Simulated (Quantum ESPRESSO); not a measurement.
# Computed records: Zr2TaO5F3 (made-up cell, one site empty)

All values are calculated (Quantum ESPRESSO 7.5). Calculation on a made-up crystal cell, not a measurement, run twice, once with a planted mistake found by running each candidate: periodic Kohn-Sham density functional theory in plane waves with PseudoDojo standard norm-conserving scalar-relativistic pseudopotentials, each functional with its own files (v0.5 for PBE, v0.4.1 for LDA and PBEsol), no spin polarisation, no spin-orbit coupling, atoms not relaxed, stress positive in tension, energies less a fixed whole-eV offset for each atom's element; levels are Kohn-Sham levels at fractions of this cell's reciprocal vectors, counted from the reference band (half the neutral cell's valence electrons, rounded up) at Gamma; error bars cover cutoff and k-mesh only, not smearing or the files; each bar is the largest change over components, and at least 0.002 eV, 0.002 eV per angstrom or 0.02 GPa; a charged cell sits in a uniform background, with energy and stress on this program's zero of potential; no dispersion term; energies are for the whole cell, and the offsets were chosen from early runs and are not element reference energies; a distance is the largest change of any value in units of its error bar (the energy's for the smearing term), a scale change is of lengths, and a coarse mesh keeps the half-step shift.

Common to all entries: lattice type rutile, doubled along c; empty site 2; intended functional pbe; intended cutoff 1143 eV; intended fermi dirac smearing 0.025 eV; intended scf tolerance 1e-07 eV; intended electrons removed 0; healthy free energy less offsets 15.369 eV; healthy scf iterations 18; healthy smearing term minus ts 0 eV; healthy pressure -6.99 GPa; healthy stress xx 7.57 GPa; healthy stress yy 10.84 GPa; healthy stress zz 2.57 GPa; healthy stress yz 1.28 GPa; healthy stress xz -2.48 GPa; healthy stress xy 16.3 GPa; healthy reference band 44; faulty reference band 44; candidate k points along each vector 2; candidate cutoff 845 eV; candidate smearing 0.71 eV; candidate functional pbesol; candidate scf tolerance 0.2 eV; candidate electrons removed 1; candidate scale change 1.33 percent; candidate first exchanged site 5; candidate second exchanged site 11; intended k mesh 5 x 5 x 4, shifted by half a step; structure shown as intended, without the mistake.

(1) 
```cif
# cell vector a (Å): 4.8752 0.0330 -0.0171
# cell vector b (Å): 0.0330 4.8772 0.0136
# cell vector c (Å): -0.0229 0.0182 6.5126
data_Zr2TaO5F3
_symmetry_space_group_name_H-M 'P 1'
_symmetry_Int_Tables_number 1
_cell_length_a 4.8753
_cell_length_b 4.8773
_cell_length_c 6.5127
_cell_angle_alpha 89.681
_cell_angle_beta 90.401
_cell_angle_gamma 89.225
_cell_volume 154.84
loop_
_atom_site_label
_atom_site_type_symbol
_atom_site_fract_x
_atom_site_fract_y
_atom_site_fract_z
_atom_site_occupancy
Zr1 Zr 0.01511 0.01760 0.99236 1
Ta1 Ta 0.98863 0.00880 0.49094 1
Zr2 Zr 0.51892 0.47588 0.74800 1
O1 O 0.29872 0.32355 0.99103 1
O2 O 0.69706 0.67660 0.97150 1
F1 F 0.78828 0.21153 0.24870 1
O3 O 0.21082 0.82325 0.24229 1
O4 O 0.29198 0.32246 0.49695 1
O5 O 0.70390 0.68116 0.50752 1
F2 F 0.80502 0.18955 0.74990 1
F3 F 0.18187 0.79596 0.73916 1
_calc_faulty_free_energy_less_offsets 16.146  # eV
_calc_faulty_scf_iterations 18
_calc_faulty_smearing_term_minus_ts 0  # eV
_calc_faulty_pressure -13.68  # GPa
_calc_faulty_stress_xx 14.29  # GPa
_calc_faulty_stress_yy 17.54  # GPa
_calc_faulty_stress_zz 9.2  # GPa
_calc_faulty_stress_yz 1.29  # GPa
_calc_faulty_stress_xz -2.48  # GPa
_calc_faulty_stress_xy 16.43  # GPa
_calc_fault_kind 'low cutoff'
_calc_other_mistakes_compared 7
_calc_distance_from_healthy 280.6  # error bars
_calc_distance_from_nearest_other_mistake 170  # error bars
_calc_healthy_error_bar_energy 0.003559  # eV
_calc_healthy_error_bar_stress 0.02396  # GPa
_calc_healthy_error_bar_force 0.002313  # eV/angstrom
_calc_healthy_error_bar_next_band_up 0.002  # eV
```

Atoms:
| atoms element | atom site | atom energy offset (eV) |
| --- | --- | --- |
| Zr | 1 | -1377 |
| Ta | 3 | -1770 |
| Zr | 4 | -1377 |
| O | 5 | -452 |
| O | 6 | -452 |
| F | 7 | -677 |
| O | 8 | -452 |
| O | 9 | -452 |
| O | 10 | -452 |
| F | 11 | -677 |
| F | 12 | -677 |

Healthy forces:
| site | x (eV/Å) | y (eV/Å) | z (eV/Å) |
| --- | --- | --- | --- |
| 1 | 2.136 | -1.701 | 6.494 |
| 3 | 2.809 | -2.281 | -7.89 |
| 4 | -2.339 | 3.042 | 0.916 |
| 5 | -1.88 | -2.245 | -1.747 |
| 6 | 1.635 | 2.026 | -1.228 |
| 7 | 1.005 | -1.266 | 1.025 |
| 8 | -3.635 | 2.858 | 2.298 |
| 9 | -3.255 | -3.568 | 1.452 |
| 10 | 2.849 | 3.622 | 0.766 |
| 11 | 0.837 | -1.344 | -1.379 |
| 12 | -0.162 | 0.858 | -0.708 |

Healthy levels:
| level k point | next band up (eV) |
| --- | --- |
| Gamma | 1.224 |
| (1/2,1/2,1/2) | 1.476 |
| (0.15,0,0) | 1.248 |
| (0,0.15,0) | 1.247 |
| (0,0,0.15) | 1.262 |

Faulty forces:
| site | x (eV/Å) | y (eV/Å) | z (eV/Å) |
| --- | --- | --- | --- |
| 1 | 2.134 | -1.701 | 6.495 |
| 3 | 2.808 | -2.28 | -7.892 |
| 4 | -2.337 | 3.043 | 0.919 |
| 5 | -1.877 | -2.241 | -1.749 |
| 6 | 1.635 | 2.026 | -1.231 |
| 7 | 1.005 | -1.265 | 1.028 |
| 8 | -3.634 | 2.858 | 2.297 |
| 9 | -3.259 | -3.563 | 1.45 |
| 10 | 2.853 | 3.616 | 0.771 |
| 11 | 0.835 | -1.339 | -1.377 |
| 12 | -0.163 | 0.846 | -0.71 |

Faulty levels:
| level k point | next band up (eV) |
| --- | --- |
| Gamma | 1.224 |
| (1/2,1/2,1/2) | 1.477 |
| (0.15,0,0) | 1.249 |
| (0,0.15,0) | 1.248 |
| (0,0,0.15) | 1.262 |

Candidate mistake: coarse kmesh, low cutoff, wide smearing, wrong functional, loose scf, wrong charge, cell scaled, atoms exchanged

(2) 
```cif
# cell vector a (Å): 4.8752 0.0330 -0.0171
# cell vector b (Å): 0.0330 4.8772 0.0136
# cell vector c (Å): -0.0229 0.0182 6.5126
data_Zr2TaO5F3
_symmetry_space_group_name_H-M 'P 1'
_symmetry_Int_Tables_number 1
_cell_length_a 4.8753
_cell_length_b 4.8773
_cell_length_c 6.5127
_cell_angle_alpha 89.681
_cell_angle_beta 90.401
_cell_angle_gamma 89.225
_cell_volume 154.84
loop_
_atom_site_label
_atom_site_type_symbol
_atom_site_fract_x
_atom_site_fract_y
_atom_site_fract_z
_atom_site_occupancy
Zr1 Zr 0.01511 0.01760 0.99236 1
Ta1 Ta 0.98863 0.00880 0.49094 1
Zr2 Zr 0.51892 0.47588 0.74800 1
O1 O 0.29872 0.32355 0.99103 1
O2 O 0.69706 0.67660 0.97150 1
F1 F 0.78828 0.21153 0.24870 1
O3 O 0.21082 0.82325 0.24229 1
O4 O 0.29198 0.32246 0.49695 1
O5 O 0.70390 0.68116 0.50752 1
F2 F 0.80502 0.18955 0.74990 1
F3 F 0.18187 0.79596 0.73916 1
_calc_faulty_free_energy_less_offsets 13.664  # eV
_calc_faulty_scf_iterations 19
_calc_faulty_smearing_term_minus_ts -4.864  # eV
_calc_faulty_pressure -2.64  # GPa
_calc_faulty_stress_xx 2.72  # GPa
_calc_faulty_stress_yy 5.12  # GPa
_calc_faulty_stress_zz 0.08  # GPa
_calc_faulty_stress_yz 0.87  # GPa
_calc_faulty_stress_xz -2.26  # GPa
_calc_faulty_stress_xy 13.42  # GPa
_calc_fault_kind 'wide smearing'
_calc_other_mistakes_compared 7
_calc_distance_from_healthy 1367  # error bars
_calc_distance_from_nearest_other_mistake 1361  # error bars
_calc_healthy_error_bar_energy 0.003559  # eV
_calc_healthy_error_bar_stress 0.02396  # GPa
_calc_healthy_error_bar_force 0.002313  # eV/angstrom
_calc_healthy_error_bar_next_band_up 0.002  # eV
```

Atoms:
| atoms element | atom site | atom energy offset (eV) |
| --- | --- | --- |
| Zr | 1 | -1377 |
| Ta | 3 | -1770 |
| Zr | 4 | -1377 |
| O | 5 | -452 |
| O | 6 | -452 |
| F | 7 | -677 |
| O | 8 | -452 |
| O | 9 | -452 |
| O | 10 | -452 |
| F | 11 | -677 |
| F | 12 | -677 |

Healthy forces:
| site | x (eV/Å) | y (eV/Å) | z (eV/Å) |
| --- | --- | --- | --- |
| 1 | 2.136 | -1.701 | 6.494 |
| 3 | 2.809 | -2.281 | -7.89 |
| 4 | -2.339 | 3.042 | 0.916 |
| 5 | -1.88 | -2.245 | -1.747 |
| 6 | 1.635 | 2.026 | -1.228 |
| 7 | 1.005 | -1.266 | 1.025 |
| 8 | -3.635 | 2.858 | 2.298 |
| 9 | -3.255 | -3.568 | 1.452 |
| 10 | 2.849 | 3.622 | 0.766 |
| 11 | 0.837 | -1.344 | -1.379 |
| 12 | -0.162 | 0.858 | -0.708 |

Healthy levels:
| level k point | next band up (eV) |
| --- | --- |
| Gamma | 1.224 |
| (1/2,1/2,1/2) | 1.476 |
| (0.15,0,0) | 1.248 |
| (0,0.15,0) | 1.247 |
| (0,0,0.15) | 1.262 |

Faulty forces:
| site | x (eV/Å) | y (eV/Å) | z (eV/Å) |
| --- | --- | --- | --- |
| 1 | 1.868 | -1.624 | 6.035 |
| 3 | 2.13 | -1.791 | -6.324 |
| 4 | -2.56 | 2.647 | -0.283 |
| 5 | -1.439 | -1.731 | -1.415 |
| 6 | 1.533 | 1.879 | -0.68 |
| 7 | 0.854 | -1.056 | 0.511 |
| 8 | -2.816 | 2.24 | 1.362 |
| 9 | -2.426 | -2.747 | 1.411 |
| 10 | 2.185 | 2.798 | 0.894 |
| 11 | 0.529 | -1.038 | -1.106 |
| 12 | 0.141 | 0.423 | -0.405 |

Faulty levels:
| level k point | next band up (eV) |
| --- | --- |
| Gamma | 2.204 |
| (1/2,1/2,1/2) | 2.546 |
| (0.15,0,0) | 2.237 |
| (0,0.15,0) | 2.234 |
| (0,0,0.15) | 2.255 |

Candidate mistake: coarse kmesh, low cutoff, wide smearing, wrong functional, loose scf, wrong charge, cell scaled, atoms exchanged

(3) 
```cif
# cell vector a (Å): 4.8752 0.0330 -0.0171
# cell vector b (Å): 0.0330 4.8772 0.0136
# cell vector c (Å): -0.0229 0.0182 6.5126
data_Zr2TaO5F3
_symmetry_space_group_name_H-M 'P 1'
_symmetry_Int_Tables_number 1
_cell_length_a 4.8753
_cell_length_b 4.8773
_cell_length_c 6.5127
_cell_angle_alpha 89.681
_cell_angle_beta 90.401
_cell_angle_gamma 89.225
_cell_volume 154.84
loop_
_atom_site_label
_atom_site_type_symbol
_atom_site_fract_x
_atom_site_fract_y
_atom_site_fract_z
_atom_site_occupancy
Zr1 Zr 0.01511 0.01760 0.99236 1
Ta1 Ta 0.98863 0.00880 0.49094 1
Zr2 Zr 0.51892 0.47588 0.74800 1
O1 O 0.29872 0.32355 0.99103 1
O2 O 0.69706 0.67660 0.97150 1
F1 F 0.78828 0.21153 0.24870 1
O3 O 0.21082 0.82325 0.24229 1
O4 O 0.29198 0.32246 0.49695 1
O5 O 0.70390 0.68116 0.50752 1
F2 F 0.80502 0.18955 0.74990 1
F3 F 0.18187 0.79596 0.73916 1
_calc_faulty_free_energy_less_offsets 32.438  # eV
_calc_faulty_scf_iterations 18
_calc_faulty_smearing_term_minus_ts 0  # eV
_calc_faulty_pressure -11.69  # GPa
_calc_faulty_stress_xx 12.01  # GPa
_calc_faulty_stress_yy 15.27  # GPa
_calc_faulty_stress_zz 7.78  # GPa
_calc_faulty_stress_yz 1.2  # GPa
_calc_faulty_stress_xz -2.43  # GPa
_calc_faulty_stress_xy 16.17  # GPa
_calc_fault_kind ?
```

Atoms:
| atoms element | atom site | atom energy offset (eV) |
| --- | --- | --- |
| Zr | 1 | -1377 |
| Ta | 3 | -1770 |
| Zr | 4 | -1377 |
| O | 5 | -452 |
| O | 6 | -452 |
| F | 7 | -677 |
| O | 8 | -452 |
| O | 9 | -452 |
| O | 10 | -452 |
| F | 11 | -677 |
| F | 12 | -677 |

Healthy forces:
| site | x (eV/Å) | y (eV/Å) | z (eV/Å) |
| --- | --- | --- | --- |
| 1 | 2.136 | -1.701 | 6.494 |
| 3 | 2.809 | -2.281 | -7.89 |
| 4 | -2.339 | 3.042 | 0.916 |
| 5 | -1.88 | -2.245 | -1.747 |
| 6 | 1.635 | 2.026 | -1.228 |
| 7 | 1.005 | -1.266 | 1.025 |
| 8 | -3.635 | 2.858 | 2.298 |
| 9 | -3.255 | -3.568 | 1.452 |
| 10 | 2.849 | 3.622 | 0.766 |
| 11 | 0.837 | -1.344 | -1.379 |
| 12 | -0.162 | 0.858 | -0.708 |

Healthy levels:
| level k point | next band up (eV) |
| --- | --- |
| Gamma | 1.224 |
| (1/2,1/2,1/2) | 1.476 |
| (0.15,0,0) | 1.248 |
| (0,0.15,0) | 1.247 |
| (0,0,0.15) | 1.262 |

Faulty forces:
| site | x (eV/Å) | y (eV/Å) | z (eV/Å) |
| --- | --- | --- | --- |
| 1 | 2.116 | -1.663 | 6.355 |
| 3 | 2.779 | -2.241 | -7.773 |
| 4 | -2.261 | 2.974 | 0.911 |
| 5 | -1.874 | -2.258 | -1.871 |
| 6 | 1.609 | 1.979 | -1.367 |
| 7 | 1.201 | -1.437 | 1.094 |
| 8 | -3.795 | 3.008 | 2.307 |
| 9 | -3.274 | -3.594 | 1.566 |
| 10 | 2.874 | 3.637 | 0.896 |
| 11 | 0.871 | -1.344 | -1.386 |
| 12 | -0.246 | 0.939 | -0.731 |

Faulty levels:
| level k point | next band up (eV) |
| --- | --- |
| Gamma | 1.198 |
| (1/2,1/2,1/2) | 1.462 |
| (0.15,0,0) | 1.224 |
| (0,0.15,0) | 1.223 |
| (0,0,0.15) | 1.238 |

Candidate mistake: coarse kmesh, low cutoff, wide smearing, wrong functional, loose scf, wrong charge, cell scaled, atoms exchanged

Q: Estimate the fault kind of Zr2TaO5F3 (made-up cell, one site empty) (entry 3).
A: wrong functional

Further results for Zr2TaO5F3 (made-up cell, one site empty) (entry 3):

* other mistakes compared: 7
* distance from healthy: 4796 error bars
* distance from nearest other mistake: 4577 error bars
* healthy error bar energy: 0.003559 eV
* healthy error bar stress: 0.02396 GPa
* healthy error bar force: 0.002313 eV/Å
* healthy error bar next band up: 0.002 eV
